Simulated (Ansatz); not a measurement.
## PdPt3S8 (P-3m1) at 3 levels of theory

One geometry, relaxed with PBE; plane waves with PAW potentials in Ansatz, scalar-relativistic. No spin polarisation. Gaps are the least over mesh and band path; pressure is positive in compression.

Space group P-3m1 (No. 164). a = 7.144 Å, b = 7.144 Å, c = 6.460 Å, α = 90.00°, β = 90.00°, γ = 120.00°
```json
{"atom": "Pd", "site": "1a", "symmetry": "-3m.", "x": "0.0000", "y": "0.0000", "z": "0.0000"}
{"atom": "Pt", "site": "3e", "symmetry": ".2/m.", "x": "0.0000", "y": "0.5000", "z": "0.0000"}
{"atom": "S", "site": "2d", "symmetry": "3m.", "x": "0.3333", "y": "0.6667", "z": "0.8095"}
{"atom": "S", "site": "6i", "symmetry": ".m.", "x": "0.3342", "y": "0.1671", "z": "0.8095"}
```

| level | cutoff (eV) | k mesh | gap (eV) | pressure (GPa) |
| --- | --- | --- | --- | --- |
| PBE | 420 | 6×6×4 | 1.08 | 0.0 |

What comes out on the same cell with r2SCAN, PBEsol?

| level | cutoff (eV) | k mesh | gap (eV) | pressure (GPa) |
| --- | --- | --- | --- | --- |
| r2SCAN | 500 | 6×6×4 | 1.23 | -1.9 |
| PBEsol | 420 | 6×6×4 | 1.05 | -3.5 |

Spin-orbit coupling matters for the bands of heavy elements and is left out. The cell holds layers, chains or molecules and no dispersion correction was added, so their binding is poorly described.

The structure comes from a generated guess; another structure or a mixture of phases may lie lower.
